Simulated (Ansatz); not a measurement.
Input:

MoPd:
```xyz
2
Lattice="2.6961 0.0000 0.0000 0.0000 2.6961 0.0000 0.0000 0.0000 4.1271" Properties=species:S:1:pos:R:3 pbc="T T T"
Pd     0.0000     0.0000     0.0000
Mo     1.3480     1.3480     2.0636
```

This is the r²SCAN-relaxed structure.

### Question
All from r²SCAN (plane waves, PAW; program Ansatz), unless another level is named. Give the formation energy from the elements (no fitted shifts).

### Answer
0.055 eV/atom.

### Question
Predict the density of states at the Fermi level.

### Answer
0.79 states/eV per atom (mean over ±0.08 eV).

### Question
Give the gap with spin–orbit coupling.

### Answer
none (metallic).

Space group P4/mmm (L1₀ or tetragonal B2). The start of the workflow was typed in or built on a structure type; neither database checked (COD, Materials Project) lists it. Its standing as an ambient phase is unchecked. Symmetry was held in the r²SCAN relaxation; whether a distortion lowers the energy is not shown. The run is not spin-polarised. The references are the lowest solids computed at this level, not always the standard phases. Scalar-relativistic: spin–orbit coupling is off unless named, which matters more the heavier the elements.

Potentials: the earlier of the program's two PAW sets.
